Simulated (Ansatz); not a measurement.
Nb₂SnC:
```cif
data_C2Nb4Sn2
_chemical_formula_sum 'Nb4 Sn2 C2'
_space_group_name_H-M_alt 'P 1'
_space_group_IT_number 1
_cell_length_a 3.26296
_cell_length_b 3.26296
_cell_length_c 13.79015
_cell_angle_alpha 90.000
_cell_angle_beta 90.000
_cell_angle_gamma 120.000
loop_
_space_group_symop_operation_xyz
  'x, y, z'
loop_
_atom_site_label
_atom_site_type_symbol
_atom_site_fract_x
_atom_site_fract_y
_atom_site_fract_z
_atom_site_occupancy
Nb1 Nb 0.33333 0.66667 0.08269 1
Nb2 Nb 0.66667 0.33333 0.91731 1
Nb3 Nb 0.66667 0.33333 0.58269 1
Nb4 Nb 0.33333 0.66667 0.41731 1
Sn1 Sn 0.33333 0.66667 0.75000 1
Sn2 Sn 0.66667 0.33333 0.25000 1
C1 C 0.00000 0.00000 0.00000 1
C2 C 0.00000 0.00000 0.50000 1
```

Relaxed with r²SCAN.

Q: Tabulate the valence density and the electron localisation function along the shortest Nb–Sn contact (2.98 Å), DFT-r²SCAN in the program Ansatz with PAW potentials.

A: 

```csv
distance from Nb (Å),density (e/Å³),ELF
0.30,5.09,0.48
0.45,4.81,0.72
0.60,3.54,0.78
0.74,2.05,0.71
0.89,1.00,0.49
1.04,0.49,0.24
1.19,0.31,0.16
1.34,0.25,0.22
1.49,0.25,0.37
1.64,0.28,0.47
1.79,0.35,0.42
1.94,0.49,0.35
2.09,0.82,0.31
2.23,1.62,0.24
2.38,3.38,0.12
2.53,6.54,0.03
2.68,10.89,0.00
```

The density is the valence pseudo-density with augmentation charge, so density and ELF within about 1 Å of a nucleus are not all-electron values.

Space group P6_3/mmc. The first step of the workflow began from a Materials Project structure, measured or hypothetical; the Crystallography Open Database copy checked does not list it. Its standing as an ambient phase is unchecked. The cell was relaxed with r²SCAN under the symmetry of its start; of distortions, only those at the zone centre were tested. The run is not spin-polarised. Scalar-relativistic: spin–orbit coupling is off unless named, which matters more the heavier the elements.

Potentials: the later of the program's two PAW sets.
